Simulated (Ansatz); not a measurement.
IrO₂:
```yaml
crystal:
  lattice:
    - [4.52834, 0.00000, 0.00000]
    - [0.00000, 4.52834, 0.00000]
    - [0.00000, 0.00000, 3.18077]
  atoms:
    - { symbol: Ir, position: [0.50000, 0.50000, 0.50000] }
    - { symbol: Ir, position: [0.00000, 0.00000, 0.00000] }
    - { symbol: O, position: [0.69144, 0.69144, 0.00000] }
    - { symbol: O, position: [0.30856, 0.30856, 0.00000] }
    - { symbol: O, position: [0.80856, 0.19144, 0.50000] }
    - { symbol: O, position: [0.19144, 0.80856, 0.50000] }
```

Relaxed with PBE. Special points in fractions of this cell's reciprocal vectors: Γ (0.000, 0.000, 0.000); X (0.000, 0.500, 0.000); M (0.500, 0.500, 0.000); Z (0.000, 0.000, 0.500); R (0.000, 0.500, 0.500); A (0.500, 0.500, 0.500).

List the band energies nearest the Fermi level at these points for PBE with spin–orbit coupling (plane waves, PAW; program Ansatz).

In eV from the Fermi level; about four levels below and three above (degenerate sets whole), none deeper than 8.9 eV; points with the same levels are listed once.

```
k                    below                above
-  -----------------------  -------------------
Γ  -2.24 -2.24 -1.85 -1.85  0.78 0.78 1.20 1.20
X  -0.26 -0.26 -0.26 -0.26  3.39 3.39 3.39 3.39
M  -2.17 -2.17 -2.17 -2.17  0.17 0.17 0.17 0.17
Z  -0.81 -0.81 -0.81 -0.81  0.25 0.25 0.25 0.25
R  -2.01 -2.01 -1.68 -1.68  0.29 0.29 0.63 0.63
A  -0.44 -0.44 -0.44 -0.44  2.22 2.22 2.22 2.22
```

Space group P4_2/mnm (rutile). Symmetry was held in the PBE relaxation. The run is not spin-polarised.

Potentials: the earlier of the program's two PAW sets.
